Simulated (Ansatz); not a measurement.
## Is this Na3TlCl4 structure stable?

The structure comes from a generated guess, relaxed at this level; another structure or a mixture of phases may lie lower.

Theory: DFT PBE, scalar-relativistic, plane waves, PAW (Ansatz 0.2.0). Cutoff 420 eV, Γ-centred 6×6×6 mesh (8-atom cell), Gaussian smearing of 0.02 eV, no spin polarisation.

```
Na Tl Cl
1.0
    -3.02532    3.02532    5.89105
     3.02532   -3.02532    5.89105
     3.02532    3.02532   -5.89105
Na Tl Cl
3 1 4
Direct
  0.00000 0.00000 0.00000
  0.25000 0.75000 0.50000
  0.75000 0.25000 0.50000
  0.50000 0.50000 0.00000
  0.76882 0.76882 0.00000
  0.23118 0.23118 0.00000
  0.00000 0.50000 0.50000
  0.50000 0.00000 0.50000
```

The zero of energy is the elements' standard structures at the same level (Cl₂ as a molecule); no fitted shifts are applied.

**Question.** These tests were run: energy against the elements; random kick, then relaxation without symmetry; phonons on a 2×2×2 q mesh. What do they show?

**Answer.**

```tsv
test	result
energy against the elements	−1.602 eV/atom
random kick, then relaxation without symmetry	returns
phonons on a 2×2×2 q mesh	no imaginary mode on the mesh
```

It fails none of these tests. Whether a mixture of other phases lies lower isn't tested here.

Spin–orbit coupling, which can matter for Tl, is left out. The kick test ran on a coarse mesh. The run for the phonons used a 6×6×6 k mesh.
